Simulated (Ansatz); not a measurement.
An Ansatz (a program for electronic structure) run. Input:

Ansatz 0.2 input:
```yaml
crystal:
  lattice:
    - [3.5775666407, 0.0, 0.0]
    - [0.0, 3.5775666407, 0.0]
    - [0.0, 0.0, 5.0946146011]
  atoms:
    - { symbol: Sc, position: [0.5, 0.0, 0.7072313422] }
    - { symbol: Sc, position: [0.0, 0.5, 0.2927686578] }
    - { symbol: O, position: [0.0, 0.0, 0.5] }
    - { symbol: O, position: [0.5, 0.5, 0.5] }
    - { symbol: F, position: [0.5, 0.5, 0.0] }
    - { symbol: F, position: [0.0, 0.0, 0.0] }
kpoints:
  mp_grid: { grid: [8, 8, 6] }
hamiltonian:
  xc: pbesol
  pseudopotentials: { kind: paw }
scf:
  occupations: { method: fixed }
elastic: { mode: relaxed_ion, stencil: two_point, amplitude: 0.005, f_tol: 0.0005 }
```

Output (shortened):

```
Pseudopotentials: kind: paw
Pseudopotential: Sc, paw, valence charge 11
Pseudopotential: O, paw, valence charge 6
Pseudopotential: F, paw, valence charge 7
Functional definition: PBEsol
Crystal: 6 atoms, lattice volume = 65.206 Å³
Basis set: ecut = 420 eV, 1253 PW (Γ), exchange–correlation on 50×50×72 points (8 copies of the dense FFT grid, shifted against one another)
Bands: 30, of which v1, the nominal top of the filled ones, is band 24 counted from 1 (23 counted from 0)
Symmetry: 16 space group operations
Space group: P4/nmm (ITA 129), of the structure as read, at distance tolerance 4.0e-5 Å
k-points: 60 of 384
PAW frozen core: Sc, regenerated for the run's functional, and the local potential with it
PAW frozen core: O, regenerated for the run's functional, and the local potential with it
PAW frozen core: F, regenerated for the run's functional, and the local potential with it
Initial wavefunctions: pseudopotential atomic-orbital guess
Eigensolver: davidson
Functional: x = pbesol(κ = 0.804, μ = 0.12345679012345678), c = pbesol(β = 0.046)
all-band conjugate gradients solve this SCF's bands
SCF 1 converged in 13 iterations: F = -6957.055892 eV  dr2 = 1.39e-14
Crystal: 6 atoms, lattice volume = 64.880 Å³
Symmetry: 8 space group operations
k-points: 100 of 384
Initial density: handed on by an earlier stage of this run
Initial wavefunctions: pseudopotential atomic-orbital guess (no wavefunctions were taken with the density)
SCF 2 converged in 12 iterations: F = -6957.054530 eV  dr2 = 3.66e-14
relax step   1: F+E_penalty+E_count = -6957.05452996 eV  Δ(F+E_penalty+E_count) = +0.000e0 eV  max|allowed force component| = 4.564e-2 eV/Å  Δτ_max = 0.0000 Å  (12 SCF iters, accepted)
density extrapolation: transplant  |δρ|_rms = 5.978e-2 e/Å³  SAD shift = 3.338e-3 e/Å³
Crystal: 6 atoms, lattice volume = 64.880 Å³
Initial wavefunctions: those handed on with the density
SCF 3 converged in 10 iterations: F = -6957.054689 eV  dr2 = 8.19e-15
relax step   2: F+E_penalty+E_count = -6957.05468854 eV  Δ(F+E_penalty+E_count) = -1.586e-4 eV  max|allowed force component| = 2.111e-2 eV/Å  Δτ_max = 0.0015 Å  (10 SCF iters, accepted)
density extrapolation: transplant  |δρ|_rms = 5.976e-2 e/Å³  SAD shift = 3.430e-3 e/Å³
Crystal: 6 atoms, lattice volume = 64.880 Å³
SCF 4 converged in 10 iterations: F = -6957.054764 eV  dr2 = 1.31e-14
[...]
relax step   2: F+E_penalty+E_count = -6957.05581289 eV  Δ(F+E_penalty+E_count) = -6.866e-5 eV  max|allowed force component| = 2.486e-2 eV/Å  Δτ_max = 0.0010 Å  (9 SCF iters, accepted)
density extrapolation: transplant  |δρ|_rms = 5.958e-2 e/Å³  SAD shift = 3.877e-3 e/Å³
Crystal: 6 atoms, lattice volume = 65.205 Å³
SCF 36 converged in 10 iterations: F = -6957.055894 eV  dr2 = 4.70e-15
relax step   3: F+E_penalty+E_count = -6957.05589438 eV  Δ(F+E_penalty+E_count) = -8.150e-5 eV  max|allowed force component| = 7.686e-3 eV/Å  Δτ_max = 0.0021 Å  (10 SCF iters, accepted)
density extrapolation: transplant  |δρ|_rms = 5.958e-2 e/Å³  SAD shift = 4.515e-3 e/Å³
Crystal: 6 atoms, lattice volume = 65.205 Å³
SCF 37 converged in 9 iterations: F = -6957.055905 eV  dr2 = 9.43e-14
relax step   4: F+E_penalty+E_count = -6957.05590528 eV  Δ(F+E_penalty+E_count) = -1.090e-5 eV  max|allowed force component| = 1.288e-2 eV/Å  Δτ_max = 0.0022 Å  (9 SCF iters, accepted)
density extrapolation: transplant  |δρ|_rms = 5.958e-2 e/Å³  SAD shift = 1.909e-3 e/Å³
Crystal: 6 atoms, lattice volume = 65.205 Å³
SCF 38 converged in 9 iterations: F = -6957.055919 eV  dr2 = 1.25e-14
relax step   5: F+E_penalty+E_count = -6957.05591865 eV  Δ(F+E_penalty+E_count) = -1.337e-5 eV  max|allowed force component| = 7.436e-4 eV/Å  Δτ_max = 0.0008 Å  (9 SCF iters, accepted)
density extrapolation: transplant  |δρ|_rms = 5.958e-2 e/Å³  SAD shift = 2.282e-4 e/Å³
Crystal: 6 atoms, lattice volume = 65.205 Å³
SCF 39 converged in 8 iterations: F = -6957.055919 eV  dr2 = 2.17e-14
relax step   6: F+E_penalty+E_count = -6957.05591873 eV  Δ(F+E_penalty+E_count) = -7.603e-8 eV  max|allowed force component| = 8.971e-4 eV/Å  Δτ_max = 0.0001 Å  (8 SCF iters, accepted)
density extrapolation: transplant  |δρ|_rms = 5.958e-2 e/Å³  SAD shift = 1.744e-3 e/Å³
Crystal: 6 atoms, lattice volume = 65.205 Å³
SCF 40 converged in 8 iterations: F = -6957.055919 eV  dr2 = 9.62e-14
relax step   7: F+E_penalty+E_count = -6957.05591912 eV  Δ(F+E_penalty+E_count) = -3.939e-7 eV  max|allowed force component| = 7.702e-5 eV/Å  Δτ_max = 0.0007 Å  (8 SCF iters, accepted)
Crystal: 6 atoms, lattice volume = 65.205 Å³
SCF 41 converged in 10 iterations: F = -6957.055919 eV  dr2 = 2.25e-15
Crystal: 6 atoms, lattice volume = 65.205 Å³
k-points: 84 of 384
SCF 42 converged in 10 iterations: F = -6957.055102 eV  dr2 = 7.15e-14
relax step   1: F+E_penalty+E_count = -6957.05510214 eV  Δ(F+E_penalty+E_count) = +0.000e0 eV  max|allowed force component| = 1.103e-4 eV/Å  Δτ_max = 0.0000 Å  (10 SCF iters, accepted)
Crystal: 6 atoms, lattice volume = 65.205 Å³
SCF 43 converged in 10 iterations: F = -6957.055102 eV  dr2 = 1.17e-15
Crystal: 6 atoms, lattice volume = 65.205 Å³
SCF 44 converged in 10 iterations: F = -6957.055102 eV  dr2 = 6.78e-14
relax step   1: F+E_penalty+E_count = -6957.05510214 eV  Δ(F+E_penalty+E_count) = +0.000e0 eV  max|allowed force component| = 1.103e-4 eV/Å  Δτ_max = 0.0000 Å  (10 SCF iters, accepted)
Crystal: 6 atoms, lattice volume = 65.205 Å³
SCF 45 converged in 10 iterations: F = -6957.055102 eV  dr2 = 1.34e-15
WARN: C11 and the rest of its column (C11 to C61, from strain 11), every constant that the crystal's symmetry builds from them, which can be the whole tensor …
SCF converged after 13 iterations
Free energy (F): -6957.055892 eV
Harris-Foulkes:  -6957.055892 eV  (|F-HF|=0.00e0)
Internal energy: -6957.055892 eV  (E = F + TS)
E sigma→0 (E₀):  -6957.055892 eV
Fermi energy:    8.312468 eV
--- Per-component energies (eV) ---
  E_band       = -319.299409
  E_kinetic    = 1292.390842
  E_local      = -3075.263690  (includes V_loc(G=0)·N_el)
  E_nonlocal   = 402.615441
  E_hartree    = 1072.823888
  E_xc         = -515.115025
  E_vxc        = -654.258542  (∫ρ·V_xc dr)
  E_paw        = -2553.353747  (= ΣΔE_a)
  E_vpaw       = -430.440416  (= ΣTr[D̂ρ^β])
  E_aug_tail   = 0.009175  (compensation charges beyond the density's cutoff)
  E_ewald      = -3581.576288
  E_core_change = 0.413511  (= ΣΔE_core)
  E_smearing   =  0.000000  (= −TS)
  E_closure    = 0.000000  (closes the sum)
  Σ components = -6957.055892   (vs F -6957.055892, Δ=0.00e0)
--- Forces (eV/Å), atoms counted from 1 ---
  atom   1  Sc     0.00000000     0.00000000    -0.00024875
  atom   2  Sc     0.00000000     0.00000000     0.00024875
  atom   3  O      0.00000000     0.00000000     0.00000000
  atom   4  O      0.00000000     0.00000000     0.00000000
  atom   5  F      0.00000000     0.00000000     0.00000000
  atom   6  F      0.00000000     0.00000000     0.00000000
  max |Σ_I F_I| component: 1.39e-17 eV/Å
--- Stress (GPa, compression-positive) ---
       -0.016013       0.000000       0.000000
        0.000000      -0.016013       0.000000
        0.000000       0.000000      -0.019094
  P = ⅓ Tr σ = -0.0170 GPa (-0.170 kbar)
  The stress holds the Pulay correction. Without it, at fixed plane waves, as pw.x and ABINIT print it: P = -0.8145 GPa
  The stress includes an estimate of the error left by incomplete SCF convergence (largest component 0.0000 GPa).
--- Band table (eV; the first three rows and the last of 60) ---
  k-point 0: bands = ["-38.9293", "-38.8700", "-18.0824", "-17.6561", "-17.6561", "-17.5604", "-17.5134", "-17.5134", "-13.8735", "-13.0759", "-8.0313", "-7.0847", "2.8353", "3.5839", "3.5839", "3.8224", "5.0537", "5.0537", "5.9778", "5.9778", "6.9077", …
  k-point 1: bands = ["-38.9278", "-38.8715", "-18.0544", "-17.6527", "-17.6527", "-17.6001", "-17.5168", "-17.5168", "-13.8494", "-13.0734", "-8.0607", "-7.0992", "3.0467", "3.5940", "3.5940", "4.0125", "4.9759", "4.9759", "6.0389", "6.0389", "6.5746", …
  k-point 2: bands = ["-38.9247", "-38.8746", "-17.9772", "-17.7002", "-17.6453", "-17.6453", "-17.5244", "-17.5244", "-13.8012", "-13.0686", "-8.1194", "-7.1281", "3.6159", "3.6159", "3.6191", "4.5160", "4.8386", "4.8386", "5.7795", "6.1409", "6.1409", …
  k-point 59: bands = ["-38.8790", "-38.8790", "-17.9650", "-17.9650", "-17.7322", "-17.7322", "-17.6744", "-17.6744", "-13.3524", "-13.3524", "-7.1887", "-7.1887", "3.0721", "3.0721", "4.4433", "4.4433", "4.5692", "4.5692", "6.2414", "6.2414", "7.1423", …
  band table: 30 of 30 bands, residual norms ≤ 1.0e-3 eV
--- Elastic constants: 4 strain directions × 2 members + reference (group order 16) ---
  dense FFT box of the reference and of every strained cell: 25×25×36
  strains applied: 11, 33, 23, 12; error gains …
  C = ∂σ_k/∂η_j (tension-positive GPa; Voigt order 11 22 33 23 13 12):
        61.127    370.050     58.775      0.000      0.000      0.000
       370.050     61.127     58.775      0.000      0.000      0.000
        54.642     54.642    331.271      0.000      0.000      0.000
         0.000      0.000      0.000     10.534      0.000      0.000
         0.000      0.000      0.000      0.000     10.534      0.000
         0.000      0.000      0.000      0.000      0.000    161.000
  reference stress σ⁰ (GPa):      0.016      0.016      0.019      0.000      0.000      0.000
  moduli (Voigt/Reuss/Hill, GPa): K = 157.83/157.35/157.59   G = 34.42/25.44/29.93   E = 84.44   ν = 0.411
  mechanically stable: NO (min eigenvalue of sym C = -308.92 GPa)
  harmonic check of the ions' relaxations: strain 11: 1 of 1 pair far from harmonic (see the warning)
  the stresses are not corrected for the forces that the relaxations left standing (`elastic.f_tol`)
  strain η (Voigt 11):  stress-route row diagonal C_11 = 61.13 GPa, energy-path curvature d²(F+E_count+ΔE)/dδ²/Ω₀ = 50.39 GPa
         δ    σ_11 (GPa)             F (eV)   n_scf  n_hpsi   n_pw
    -5.000e-3      -0.3834       -6957.0557029      10   50197   1288   relax 8 steps, max|allowed force component| 3.13e-4 eV/Å
     5.000e-3       0.2279       -6957.0556235      10   51385   1300   relax 6 steps, max|allowed force component| 6.46e-5 eV/Å
  strain η (Voigt 33):  stress-route row diagonal C_33 = 331.27 GPa, energy-path curvature d²(F+E_count+ΔE)/dδ²/Ω₀ = 330.84 GPa
         δ    σ_33 (GPa)             F (eV)   n_scf  n_hpsi   n_pw
    -5.000e-3      -1.6599       -6957.0544046      10   31699   1296   relax 3 steps, max|allowed force component| 2.68e-8 eV/Å
     5.000e-3       1.6529       -6957.0543078      10   32106   1299   relax 3 steps, max|allowed force component| 2.83e-8 eV/Å
  strain η (Voigt 23):  stress-route row diagonal C_44 = 10.53 GPa, energy-path curvature d²(F+E_count+ΔE)/dδ²/Ω₀ = 10.73 GPa
         δ    σ_23 (GPa)             F (eV)   n_scf  n_hpsi   n_pw
    -5.000e-3      -0.0527       -6957.0559191      10   69668   1296   relax 7 steps, max|allowed force component| 7.69e-5 eV/Å
     5.000e-3       0.0527       -6957.0559191      10   70136   1296   relax 7 steps, max|allowed force component| 7.70e-5 eV/Å
  strain η (Voigt 12):  stress-route row diagonal C_66 = 161.00 GPa, energy-path curvature d²(F+E_count+ΔE)/dδ²/Ω₀ = 161.01 GPa
         δ    σ_12 (GPa)             F (eV)   n_scf  n_hpsi   n_pw
    -5.000e-3      -0.8050       -6957.0551021      10   44670   1296   relax 1 steps, max|allowed force component| 1.10e-4 eV/Å
     5.000e-3       0.8050       -6957.0551021      10   44703   1296   relax 1 steps, max|allowed force component| 1.10e-4 eV/Å
```

Cost: roughly 7 core-minutes on shared cores.

The workflow started from a Materials Project entry (that database holds measured and hypothetical structures alike); the Crystallography Open Database copy checked does not list it. Its standing as an ambient phase is unchecked. The PBEsol relaxation kept the symmetry of its start. At this level the phase is dynamically unstable (imaginary phonons). The run is not spin-polarised.

Potentials: the later of the program's two PAW sets.

Ansatz is a plane-wave DFT program.
